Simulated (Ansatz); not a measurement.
## Fe (Im-3m): couplings from the magnetic force theorem

Geometry: a structure as deposited in COD (the entry's cell lengths or inner coordinates differ somewhat from later room-temperature determinations), repeated to hold the magnetic orders; nothing is relaxed.

Settings: LDA, 11×11×11 k mesh, Fermi–Dirac smearing of 0.1 eV. PAW means Ansatz 0.2.0 on its default frozen-core files. Site moments are integrated in spheres about the atoms.

The input and its command:

```yaml
crystal:
  lattice:
    - [0.0, -2.886, 2.886]
    - [2.886, 0.0, 0.0]
    - [1.443, 1.443, 4.329]
  atoms:
    - { symbol: Fe, position: [0.0, 0.0, 0.0], spin: 2.0 }
    - { symbol: Fe, position: [0.5, 0.5, 0.0], spin: 2.0 }
    - { symbol: Fe, position: [0.75, 0.25, 0.5], spin: -2.0 }
    - { symbol: Fe, position: [0.25, 0.75, 0.5], spin: -2.0 }
magnetization:
  spin_polarized: true
kpoints:
  mp_grid: { grid: [11, 11, 11] }
scf:
  occupations: { method: fermi_dirac, width: 0.1 }
  lower_state_search: "off"
hamiltonian:
  xc: lda
  pseudopotentials: { kind: paw }
output:
  eigenvalues: false
  eigenstates:
    nscf_kmesh: { grid: [11, 11, 11] }
    top_band: c42
    exchange_couplings: { magnetic: [{ species: Fe }] }
```

Command: `ansatz run input.yaml --threads 2 --pin off --max-ram 6144MiB --backend cpu --events-out ev --progress --plain --runs-dir out`

Site moments (μB): Fe1 1.99, Fe2 1.99, Fe3 -1.99, Fe4 -1.99. Cell moment 0.00 μB.

Couplings come from the force theorem (directions of the magnetic atoms constrained, all else relaxed) on a 11×11×11 mesh, with E = −Σ J e_i·e_j over ordered pairs of unit vectors, so positive J favours parallel moments.

```
                   pair  count  J PAW (meV)
Fe1–Fe at 2.50 Å, set 1      4       +20.69
Fe1–Fe at 2.50 Å, set 2      4       +26.53
Fe1–Fe at 2.89 Å, set 1      2        +1.31
Fe1–Fe at 2.89 Å, set 2      4        -2.68
Fe1–Fe at 4.08 Å, set 1      2        +0.79
Fe1–Fe at 4.08 Å, set 2      2        +0.90
Fe1–Fe at 4.08 Å, set 3      8        +0.61
Fe1–Fe at 4.79 Å, set 1      8        -0.99
Fe1–Fe at 4.79 Å, set 2      4        +1.17
Fe1–Fe at 4.79 Å, set 3      8        +0.87
Fe1–Fe at 4.79 Å, set 4      4        +1.57
Fe1–Fe at 5.00 Å, set 1      4        -3.57
Fe1–Fe at 5.00 Å, set 2      4        +1.33
```

Pairs at one distance with different couplings are listed as sets.

The program reports that this state isn't the lowest of its own couplings.

The couplings come from one mesh, and their convergence in k wasn't tested.

They shouldn't be read as transferable Heisenberg parameters: they are taken about a state that they themselves reject, with itinerant moments.

The PAW files were made with PBE; the program remakes their cores once for the run's functional and then keeps them frozen. This cell lies far from its zero-pressure volume, so the numbers describe the cell as given rather than the relaxed compound. The Ansatz runs typed with the search for lower states off end where their start leads. None of this fixes the real material's magnetic order: only patterns that fit the cell were computed, without spin fluctuations and on one mesh and smearing, with a functional that can overstate moments.
